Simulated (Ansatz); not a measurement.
# HfN under strain — electric field gradients

The cell is a structure deposited in the COD, relaxed with PBE at fixed cell and then changed (z stretched by 2 %, ions relaxed).

```yaml
crystal:
  lattice:
    - [0.00000, 2.25900, 2.30418]
    - [2.25900, 0.00000, 2.30418]
    - [2.25900, 2.25900, 0.00000]
  atoms:
    - { symbol: Hf, position: [0.00000, 0.00000, 0.00000] }
    - { symbol: N, position: [0.50000, 0.50000, 0.50000] }
```

Atom numbers follow the list; atoms alike are taken as one site, whose name carries the number of the first.

All values are calculated (Ansatz; DFT, PBE, plane waves and PAW, scalar-relativistic, 420 eV cutoff, Γ-centred 18×18×18 k-points, Fermi–Dirac smearing 0.05 eV), not measured.

C_Q = eQV_zz/h, which is 24.18 MHz for Q = 1 b and V_zz = 10²¹ V/m²; η = (V_xx − V_yy)/V_zz.

177Hf: I = 7/2, Q = 3365 mb; ¹⁴N: I = 1, Q = 20.44 mb. Q values from Pyykkö, Mol. Phys. 116, 1328 (2018).

**Question.** What field gradients does the calculation give at each kind of site?

**Answer.** 

```csv
site,atoms (order as listed),first shell,V_zz (10²¹ V/m²),η,C_Q (MHz)
Hf,1,6 N at 2.26–2.30 Å,8.35,0.00,679
N,2,6 Hf at 2.26–2.30 Å,0.66,0.00,0.326
```

An axis of threefold or higher order runs through Hf and N, so V_zz lies along it and η is zero.

The run finds no gap above 0.1 eV (a metal, or nearly one), so the gradients can move by 10 % or more with the k-mesh. Without spin–orbit coupling the gradients at and beside Hf can be off by some per cent, at some sites by more.
